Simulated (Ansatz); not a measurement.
Values for one crystal, relaxed and computed with LDA in the plane-wave PAW code Ansatz; other levels are named.

| Item | Result |
|---|---|
| Volume per atom | 12.10 Å³ |
| Electronic character | metallic (no gap) |
| Elastic constants (relaxed ions, GPa) | C11 = 355, C12 = 84.3, C44 = 61.7 |
| Hill bulk and shear moduli | 175 and 85.0 GPa |
| Zone-centre stability | no imaginary mode at Γ |
| Young's modulus | 219 GPa |
| Highest zone-centre frequency | 447 cm⁻¹ |

**Question.** Which compound is it?
A) LaSb, rock salt
B) OsO2, rutile
C) TlAgTe2, I-4m2 (Ag on 2c, Tl on 2a, Te on 4e)
D) ScC, rock salt

**Answer.** D, ScC, rock salt

Space group Fm-3m (rock salt). The first step of the workflow began from a Materials Project structure, measured or hypothetical; the Crystallography Open Database copy checked does not list it. Whether it is the stable phase at ambient conditions was not checked. The LDA relaxation kept the symmetry of its start. The run is not spin-polarised. As this level gives no gap, shear constants depend on the k-mesh and smearing (Fermi–Dirac, 0.1 eV here). As this level gives no gap, phonon frequencies hold no LO–TO term and depend on the k-mesh and smearing (Fermi–Dirac, 0.1 eV here).

Potentials: the later of the program's two PAW sets.
